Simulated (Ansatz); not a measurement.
Mo (P6/mmm), stationary points along a deformation path

Computed with Ansatz 0.2.0, DFT PBEsol, scalar-relativistic, plane waves, PAW. Cutoff 420 eV, Γ-centred 24×24×20 k-points, Gaussian smearing of 0.15 eV. No spin polarisation. Energies are free energies at this smearing, counted from the undisturbed cell; pressure is positive in compression.

Reference structure (as given, not relaxed at this level; it stands at -4.1 GPa; this form isn't the usual structure):

```xyz
1
Lattice="2.7355 0.0000 0.0000 -1.3678 2.3690 0.0000 0.0000 0.0000 2.5552" Properties=species:S:1:pos:R:3 pbc="T T T"
Mo    0.0000    0.0000    1.2776
```

At fixed volume and fractional coordinates, lengths along (0.000, 0.000, 1.000) are scaled against those across it; ρ is that ratio over its starting value. V = 16.559 Å³/atom. Δσ is the stress along the axis less the mean stress across it (compression positive).

```csv
ρ,ΔE (meV/atom),Δσ (GPa),space group
0.800,445.0,88.44,P6/mmm
0.850,167.4,46.25,P6/mmm
0.920,14.9,13.62,P6/mmm
0.960,-9.4,2.64,P6/mmm
1.000,0.0,-9.25,P6/mmm
1.050,53.1,-22.14,P6/mmm
1.100,138.4,-29.96,P6/mmm
1.200,331.9,-38.08,P6/mmm
1.300,601.6,-60.97,P6/mmm
```

Q: How does the stress give the slope of the energy, and where is the energy stationary?

A: Along the path d ln(length) is 2/3 d ln ρ on the axis and −1/3 d ln ρ across it, so dE/d ln ρ = −(2/3) V Δσ: the energy falls with ρ where Δσ is positive. Δσ vanishes or changes sign between ρ = 0.960 and 1.000, a minimum (near 0.97 by linear interpolation). Pairs of stationary points between two samples would go unseen, and could change a minimum read from distant neighbours into a maximum.

Q: Integrate that slope from ρ = 1 to 1.200 by the trapezoid rule.

A: With V/N in Å³ and 1 eV/Å³ = 160.2 GPa the slopes at ρ = 1.000, 1.050, 1.100, 1.200 are 637, 1525, 2064, 2623 meV/atom per unit of ln ρ. The steps add 52.8 + 83.5 + 203.9 = 340.2 meV/atom, against 331.9 from the energies; the trapezoid rule misses the curvature of the slope within each step.

Q: Is the start the lowest point of the path?

A: No: ρ = 0.960 lies 9.4 meV/atom lower, with no sampled rise above the start on the way. Volume and inner coordinates are held, so a relaxed structure there would lie lower still.

In a metal these slopes depend on the k mesh and the smearing.

Cost: 9 runs of about 0.34 core-minutes in all, on AMD EPYC 9R45 (Zen 5) (shared hosts).